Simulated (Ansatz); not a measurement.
The calculation used DFT PBE, scalar-relativistic, plane waves, PAW (Ansatz). All cells share a 420 eV cutoff and Γ-centred k meshes spaced at most about 0.3 Å⁻¹ (about 0.25 or finer for metals, 2π included). Collinear spin in cells that started with moments and kept them past the coarse steps, no spin elsewhere.

All energies are static (0 K, no zero-point motion).

Two forms of MgCuC₄N₄ were relaxed alike.

1. (site moments Cu 0.6 μB)

```xyz
10
Lattice="6.1033 0.0000 0.0000 0.0000 6.1033 0.0000 0.0000 0.0000 6.1033" Properties=species:S:1:pos:R:3 pbc="T T T"
Mg    0.0000    0.0000    0.0000
Cu    3.0517    3.0517    3.0517
C     1.2601    1.2601    1.2601
C     1.2601    4.8433    4.8433
C     4.8433    1.2601    4.8433
C     4.8433    4.8433    1.2601
N     1.9336    1.9336    1.9336
N     1.9336    4.1697    4.1697
N     4.1697    1.9336    4.1697
N     4.1697    4.1697    1.9336
```

2. (site moments Cu 0.5 μB)

```xyz
10
Lattice="5.9637 0.0000 0.0000 0.0000 5.9637 0.0000 0.0000 0.0000 5.9637" Properties=species:S:1:pos:R:3 pbc="T T T"
Mg    2.9819    2.9819    2.9819
Cu    0.0000    0.0000    0.0000
C     1.1256    1.1256    1.1256
C     1.1256    4.8381    4.8381
C     4.8381    1.1256    4.8381
C     4.8381    4.8381    1.1256
N     1.7994    1.7994    1.7994
N     1.7994    4.1643    4.1643
N     4.1643    1.7994    4.1643
N     4.1643    4.1643    1.7994
```

Question: Which placement of the atoms is lower in energy, and by how much?

Answer: Cell 2 is lower, by 155 meV/atom. The two share one framework of sites and differ in which element sits where. Cell 1 has space group P-43m (No. 215), 22.7 Å³/atom and no gap on its mesh; cell 2 has space group P-43m (No. 215), 21.2 Å³/atom and no gap. The shortest distance is 1.17 Å (C–N) in cell 1 and 1.17 Å (C–N) in cell 2. The denser one is the lower, and pressure would at first widen the difference. Even the lower one lies +0.23 eV/atom against the reference forms of the elements (uncorrected), so neither is stable at this level. In cell 1, around Mg lie 4 C at 2.18 Å; around Cu lie 4 N at 1.94 Å; C has 1 N at 1.17 Å and 1 Mg at 2.18 Å; around N lie 1 C at 1.17 Å and 1 Cu at 1.94 Å. In cell 2, Mg has 4 N at 2.05 Å; Cu has 4 C at 1.95 Å; around C lie 1 N at 1.17 Å and 1 Cu at 1.95 Å; N is surrounded by 1 C at 1.17 Å and 1 Mg at 2.05 Å. Both come from invented guesses.

In such compounds of Cu a zero gap at this level may well be an artefact, since no Hubbard U is applied. The magnetic state reached may not be the lowest. Cells relaxed within their symmetry can be saddle points.
